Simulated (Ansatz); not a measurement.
CdPS3 in space group C2/m (No. 12; Cd on 4g, P on 4i, S on 8j, S on 4i), the program Ansatz at the LDA level (PAW), all energies at zero smearing, with the estimated change up to a 700 eV cutoff added, with one set of potentials and settings (totals compare only within such a set). Cell of 10 atoms (2 Cd, 2 P, 6 S): -22909.005 eV.

```tsv
element	reference phase	E (eV/atom)
Cd	P6_3/mmc, 2 atoms in the cell	-8117.8923
P	Cmce, 4 atoms in the cell	-725.9596
S	Fddd, 32 atoms in the cell	-869.4931
```

Formation energy per atom, worked out: (-22909.005 − 2×(-8117.8923) − 2×(-725.9596) − 6×(-869.4931))/10 = -0.434 eV/atom (-42 kJ per mol of atoms), at 0 K, without zero-point energy or fitted corrections.

The first step of the workflow began from a Materials Project structure, measured or hypothetical; the Crystallography Open Database copy checked does not list it. COD files the formula under space group No. 146, so this cell is another polymorph or a model. Whether it is the stable phase at ambient conditions was not checked. The LDA relaxation kept the symmetry of its start; whether a distortion lowers the energy is not shown. A crystal of weakly bound layers computed without a dispersion correction: the cell and the soft elastic constants depend strongly on that. The references are the lowest solids computed at this level, not always the standard phases.

Potentials: the later of the program's two PAW sets.
